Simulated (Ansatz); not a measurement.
Geometry optimisation in Ansatz: input, command and trajectory.

```yaml
crystal:
  lattice:
    - [2.91446416, 2.91446416, 5.82892832]
    - [-2.91446416, -2.91446416, 5.82892832]
    - [8.74339248, -5.82892832, 2.91446416]
  atoms:
    - { symbol: Be, position: [0.1995145828, 0.0035839693, 0.6000385828] }
    - { symbol: Be, position: [0.3984717359, 0.9984526282, 0.1992776678] }
    - { symbol: Be, position: [0.7977352248, 0.9987035032, 0.3969474102] }
    - { symbol: Be, position: [0.5040099311, 0.4977973435, 0.0011908466] }
    - { symbol: Be, position: [0.8983993578, 0.5018584009, 0.1983628124] }
    - { symbol: Zn, position: [0.5979774874, 0.0022933053, 0.7989258704] }
    - { symbol: Zn, position: [0.2997491285, 0.4984962271, 0.3994256324] }
    - { symbol: Cd, position: [0.0059780178, 0.0014085909, 0.9965347852] }
    - { symbol: Cd, position: [0.6993280822, 0.4983622036, 0.6003023244] }
    - { symbol: Te, position: [0.5781891466, 0.8764944488, 0.6010227489] }
    - { symbol: Te, position: [0.4679570538, 0.3792543143, 0.8018192374] }
    - { symbol: Te, position: [0.9721517698, 0.8779637476, 0.8039985771] }
    - { symbol: Te, position: [0.3786306125, 0.8681632045, 0.9948359092] }
    - { symbol: Te, position: [0.774463583, 0.8719801765, 0.1983288137] }
    - { symbol: Te, position: [0.6734350377, 0.3755027995, 0.3985793219] }
    - { symbol: Te, position: [0.1767756536, 0.8754194176, 0.3989432383] }
    - { symbol: Te, position: [0.072877039, 0.3714170026, 0.5981390382] }
    - { symbol: Te, position: [0.8694343401, 0.3744817305, 0.0037534422] }
    - { symbol: Te, position: [0.2759932777, 0.380929012, 0.1999287299] }
    - { symbol: Hg, position: [0.0935260868, 0.5044625419, 0.8015492315] }
  symmetry: { detect: false }
basis:
  ecutwfc: 420
kpoints:
  mp_grid: { grid: [2, 2, 2], shift: [0.5, 0.5, 0.5] }
hamiltonian:
  xc: pbe
scf:
  occupations: { method: gaussian, width: 0.1 }
  lower_state_search: "off"
output:
  forces: true
  stress: true
  eigenvalues: true
relax:
  adjacent_minimum: "off"
  f_tol: 0.04
  max_steps: 50
  cell: { stress_tol: 0.3 }
```

```bash
ansatz run input.yaml --threads 4 --pin off --max-ram 9216MiB --backend cpu --events-out ev --progress --plain --runs-dir out
```

Computed with Ansatz, DFT PBE, scalar-relativistic, plane waves, PAW.

Of 6 frames 6 are shown, positions in Å and forces in eV/Å; the SCF threshold varies from step to step. Steps run on the plane waves of an earlier cell, with a Pulay correction in the pressure. The basis is chosen afresh for the last frame, the zero of the energies, and at times for earlier ones too; energy and pressure can step there, also at an unchanged geometry. Where two frames share a geometry here, they differ by under 2 meV/atom and 0.3 GPa.

```xyz
20
Lattice="2.9145 2.9145 5.8289 -2.9145 -2.9145 5.8289 8.7434 -5.8289 2.9145" Properties=species:S:1:pos:R:3:forces:R:3 pbc="T T T" step=1 free_energy_over_end_meV_per_atom=261.76 pressure_GPa=10.46
Be    5.8174   -2.9265    2.9326    0.1064    0.0712   -0.1154
Be   -0.0063   -2.9102    8.7234   -0.0817    0.0588    0.0511
Be    2.8850   -2.8995   11.6282    0.0553   -0.0459    0.0888
Be    0.0285    0.0112    5.8429   -0.1129   -0.0480   -0.1904
Be    2.8901   -0.0005    8.7401    0.1379   -0.0513   -0.0519
Zn    8.7214   -2.9208    5.8274    0.0445   -0.0975    0.3256
Zn    2.9131   -2.9075    5.8170    0.0712   -0.1752    0.0911
Cd    8.7264   -5.7954    2.9474    0.6126   -0.6970   -0.0035
Cd    5.8344   -2.9134    8.7308   -0.2465   -0.2018   -0.2275
Te    4.3856   -4.3727   10.2309   -2.7151   -0.7802    0.7460
Te    7.2691   -4.4152    7.2752    3.2207   -0.3448    1.1046
Te    7.3042   -4.4119   13.1274   -3.8041    0.9670    0.6492
Te    7.2715   -7.2256   10.1669    2.8861    0.8897    1.3581
Te    1.4499   -1.4403   10.1750    1.5101   -1.6525   -1.4841
Te    4.3532   -1.4550    7.2758   -0.9055    2.5916   -0.9336
Te    1.4519   -4.3616    7.2959   -0.7248   -0.8555    0.6351
Te    4.3597   -4.3566    4.3330    0.9928    2.8456   -0.3267
Te    1.4753    1.4206    7.2616   -0.0117   -3.5903    0.1535
Te    1.4422   -1.4712    4.4118   -0.8808    0.9990   -1.2260
Hg    5.8106   -5.8698    5.8217   -0.1544    0.1171   -0.6440
20
Lattice="2.9952 2.9946 5.9757 -2.9898 -2.9947 5.9730 8.9496 -5.9601 2.9913" Properties=species:S:1:pos:R:3:forces:R:3 pbc="T T T" step=2 free_energy_over_end_meV_per_atom=43.27 pressure_GPa=2.65
Be    5.9565   -2.9705    2.9990   -0.1356    0.2894   -0.0766
Be   -0.0067   -2.9875    8.9452    0.0732   -0.0658    0.0114
Be    2.9597   -2.9667   11.9273   -0.0369    0.0148    0.0685
Be    0.0338   -0.0053    5.9761    0.1409   -0.2592   -0.1206
Be    2.9785   -0.0030    8.9625    0.1472   -0.1044   -0.0168
Zn    8.9329   -2.9798    5.9763   -0.0012   -0.0355   -0.1700
Zn    2.9578   -2.9597    5.9695   -0.2444    0.0494    0.1418
Cd    8.9647   -5.9546    3.0271    0.3518   -0.1560   -0.0507
Cd    5.9564   -2.9722    8.9465   -0.3115   -0.0553   -0.0258
Te    4.3462   -4.5218   10.5303   -0.8389   -0.0849   -0.0226
Te    7.6118   -4.5392    7.5196    0.7792   -0.5476    0.5379
Te    7.2956   -4.4609   13.5088   -0.8767    0.7429    0.5657
Te    7.5898   -7.3594   10.4968    0.8748   -0.0822    0.2244
Te    1.5772   -1.5722   10.3441    0.5288   -0.4710   -0.3471
Te    4.4097   -1.3459    7.4044   -0.0884    0.8904   -0.1091
Te    1.4457   -4.5113    7.5069   -0.3016   -0.2841    0.1015
Te    4.5026   -4.3057    4.4146    0.3071    0.7301   -0.1189
Te    1.5253    1.2651    7.4450    0.0059   -0.9171    0.1624
Te    1.4378   -1.4587    4.4586   -0.4415    0.3817   -0.6126
Hg    5.9448   -6.0062    5.9535    0.0679   -0.0358   -0.1428
20
Lattice="2.9846 3.0223 5.8992 -3.0362 -2.9978 5.9128 9.1429 -6.1386 2.9021" Properties=species:S:1:pos:R:3:forces:R:3 pbc="T T T" step=3 free_energy_over_end_meV_per_atom=7.07 pressure_GPa=0.88
Be    5.9467   -2.9707    2.9859   -0.0270    0.1233    0.0053
Be    0.0190   -3.0597    8.8224    0.0016    0.0333   -0.0141
Be    2.9758   -2.9992   11.7769   -0.0106   -0.0491    0.0320
Be    0.0709   -0.0820    5.8947    0.0192   -0.1316   -0.0350
Be    3.0285   -0.0363    8.8297    0.0855   -0.0732   -0.0136
Zn    9.1334   -3.1008    5.8584    0.0024   -0.0025    0.0639
Zn    2.9188   -2.9566    5.9203   -0.0680    0.0051    0.0013
Cd    9.1873   -6.1628    2.8324    0.1155    0.0562   -0.0315
Cd    6.0241   -3.0958    8.7747   -0.0668   -0.0674    0.0289
Te    4.3406   -4.6031   10.4339   -0.3044   -0.0558   -0.1111
Te    7.8105   -4.7444    7.4375    0.3888   -0.1104    0.2598
Te    7.3120   -4.4207   13.4187   -0.2738    0.0544    0.0760
Te    7.8211   -7.5845   10.3488    0.2956    0.0215    0.0710
Te    1.6431   -1.6469   10.1670    0.1838   -0.1519   -0.0970
Te    4.4650   -1.3296    7.2957   -0.0675    0.3622   -0.0405
Te    1.4170   -4.5856    7.4037   -0.1020   -0.0753    0.1043
Te    4.5396   -4.3531    4.4026    0.1133    0.2985   -0.1876
Te    1.5519    1.2096    7.3465   -0.1105   -0.2992    0.0659
Te    1.4391   -1.4656    4.3194   -0.2215    0.1646   -0.1821
Hg    6.1037   -6.1758    5.7586    0.0465   -0.1025    0.0041
20
Lattice="3.0515 3.0385 5.9285 -3.0457 -3.0481 5.9305 9.1293 -6.0711 2.9738" Properties=species:S:1:pos:R:3:forces:R:3 pbc="T T T" step=4 free_energy_over_end_meV_per_atom=1.26 pressure_GPa=0.32
Be    5.9134   -2.8813    3.0046    0.0104   -0.0274   -0.0668
Be    0.0460   -3.0830    8.8768   -0.0103    0.0133   -0.0168
Be    3.0127   -3.0193   11.8463    0.0001   -0.0391   -0.0375
Be    0.1389   -0.1579    5.9558    0.0259   -0.0434   -0.0064
Be    3.0852   -0.0470    8.8729   -0.0140   -0.0035   -0.0275
Zn    9.1429   -3.0479    5.9593    0.0046    0.0238    0.0450
Zn    2.8938   -2.9192    5.9470    0.0334   -0.0355   -0.0983
Cd    9.1912   -6.0934    2.9348    0.0252    0.0369   -0.0244
Cd    6.0313   -3.0673    8.8562   -0.0032   -0.0254    0.0226
Te    4.3165   -4.6301   10.4645    0.0112    0.0333    0.1281
Te    7.9028   -4.7370    7.6016   -0.0532    0.1148   -0.0902
Te    7.3390   -4.3893   13.5203   -0.0735    0.0230   -0.0721
Te    7.8674   -7.5683   10.4670    0.0405    0.0267    0.0278
Te    1.7171   -1.6845   10.2106    0.0048   -0.0376   -0.0575
Te    4.4901   -1.2883    7.3177    0.0202    0.0622    0.0048
Te    1.3897   -4.5872    7.4242    0.0112   -0.0795    0.0593
Te    4.5479   -4.3030    4.4057   -0.0360    0.0833    0.0737
Te    1.5938    1.1846    7.3899    0.0198   -0.1544    0.0264
Te    1.4183   -1.4560    4.2909    0.0301    0.0338    0.0356
Hg    6.1225   -6.0957    5.8744   -0.0473   -0.0052    0.0740
20
Lattice="3.0409 3.0446 5.9441 -3.0573 -3.0477 5.9539 9.1497 -6.0997 2.9638" Properties=species:S:1:pos:R:3:forces:R:3 pbc="T T T" step=5 free_energy_over_end_meV_per_atom=0.59 pressure_GPa=-0.04
Be    5.9281   -2.8984    3.0007   -0.0040    0.0048    0.0057
Be    0.0340   -3.0836    8.8914    0.0107   -0.0132   -0.0098
Be    2.9991   -3.0339   11.8746   -0.0095    0.0065    0.0144
Be    0.1212   -0.1532    5.9540   -0.0006    0.0109    0.0010
Be    3.0766   -0.0521    8.8890    0.0094   -0.0018   -0.0070
Zn    9.1598   -3.0636    5.9602   -0.0017   -0.0045    0.0022
Zn    2.8950   -2.9308    5.9438    0.0022   -0.0024    0.0115
Cd    9.2142   -6.1264    2.9131    0.0052   -0.0065    0.0094
Cd    6.0300   -3.0743    8.9014   -0.0095    0.0188    0.0071
Te    4.3124   -4.6400   10.5131    0.0196    0.0008   -0.0263
Te    7.8964   -4.7294    7.5982    0.0075   -0.0192    0.0150
Te    7.3189   -4.4030   13.5480    0.0147   -0.0106    0.0037
Te    7.8778   -7.5869   10.4775   -0.0255   -0.0011   -0.0062
Te    1.7068   -1.6960   10.2283   -0.0070    0.0157    0.0127
Te    4.4913   -1.2904    7.3375   -0.0072   -0.0080    0.0065
Te    1.3881   -4.6075    7.4511    0.0023    0.0128   -0.0168
Te    4.5644   -4.3052    4.4311   -0.0025   -0.0250   -0.0090
Te    1.5779    1.1698    7.4116    0.0022    0.0351   -0.0015
Te    1.4170   -1.4506    4.3006   -0.0089   -0.0042   -0.0036
Hg    6.1288   -6.1388    5.8986    0.0026   -0.0090   -0.0090
20
Lattice="3.0409 3.0446 5.9441 -3.0573 -3.0477 5.9539 9.1497 -6.0997 2.9638" Properties=species:S:1:pos:R:3:forces:R:3 pbc="T T T" step=6 free_energy_over_end_meV_per_atom=0.00 pressure_GPa=-0.04
Be    5.9281   -2.8984    3.0007   -0.0041    0.0048    0.0058
Be    0.0340   -3.0836    8.8914    0.0107   -0.0132   -0.0097
Be    2.9991   -3.0339   11.8746   -0.0095    0.0065    0.0145
Be    0.1212   -0.1532    5.9540   -0.0006    0.0110    0.0010
Be    3.0766   -0.0521    8.8890    0.0094   -0.0018   -0.0068
Zn    9.1598   -3.0636    5.9602   -0.0018   -0.0046    0.0025
Zn    2.8950   -2.9308    5.9438    0.0024   -0.0024    0.0112
Cd    9.2142   -6.1264    2.9131    0.0052   -0.0065    0.0094
Cd    6.0300   -3.0743    8.9014   -0.0095    0.0188    0.0070
Te    4.3124   -4.6400   10.5131    0.0199    0.0007   -0.0262
Te    7.8964   -4.7294    7.5982    0.0076   -0.0189    0.0146
Te    7.3189   -4.4030   13.5480    0.0146   -0.0109    0.0034
Te    7.8778   -7.5869   10.4775   -0.0258   -0.0010   -0.0061
Te    1.7068   -1.6960   10.2283   -0.0071    0.0158    0.0126
Te    4.4913   -1.2904    7.3375   -0.0073   -0.0083    0.0063
Te    1.3881   -4.6075    7.4511    0.0024    0.0129   -0.0170
Te    4.5644   -4.3052    4.4311   -0.0028   -0.0247   -0.0086
Te    1.5779    1.1698    7.4116    0.0022    0.0353   -0.0014
Te    1.4170   -1.4506    4.3006   -0.0086   -0.0045   -0.0034
Hg    6.1288   -6.1388    5.8986    0.0027   -0.0090   -0.0090
```

It took 89 s on 4 threads of Intel(R) Xeon(R) Processor @ 2.70GHz, on a shared host, peak memory 1.9 GiB.

The k mesh is coarse. Spin–orbit coupling is left out, which can shift energies with elements as heavy as these.